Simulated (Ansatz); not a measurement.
Input and command of a plane-wave DFT calculation in Ansatz:

```yaml
crystal:
  lattice:
    - [2.9925736898, 0.0, 0.0]
    - [-1.4962868449, 2.591644838, 0.0]
    - [0.0, 0.0, 4.4054504657]
  atoms:
    - { symbol: Al, position: [0.6666666667, 0.3333333333, 0.75] }
    - { symbol: Al, position: [0.3333333333, 0.6666666667, 0.25] }
basis:
  ecutwfc: 420
kpoints:
  mp_grid: { grid: [24, 24, 14] }
hamiltonian:
  xc: pbesol
scf:
  occupations: { method: gaussian, width: 0.15 }
output:
  forces: true
  stress: true
  eigenvalues: true
```

```bash
ansatz run input.yaml --threads 2 --pin off --max-ram 5120MiB --backend cpu --events-out ev --progress --plain --runs-dir out
```

Processor: AMD EPYC (Zen 3), 2 threads, on a host shared with other jobs.

Question: How long does it run, and how much memory does it take?

Answer: About 6.3 s on 2 threads of AMD EPYC (Zen 3), on a shared host, peak memory 0.43 GiB. It solves 7 bands at 488 k points (the mesh reduced by symmetry) with about 651 plane waves, in 6 SCF iterations.
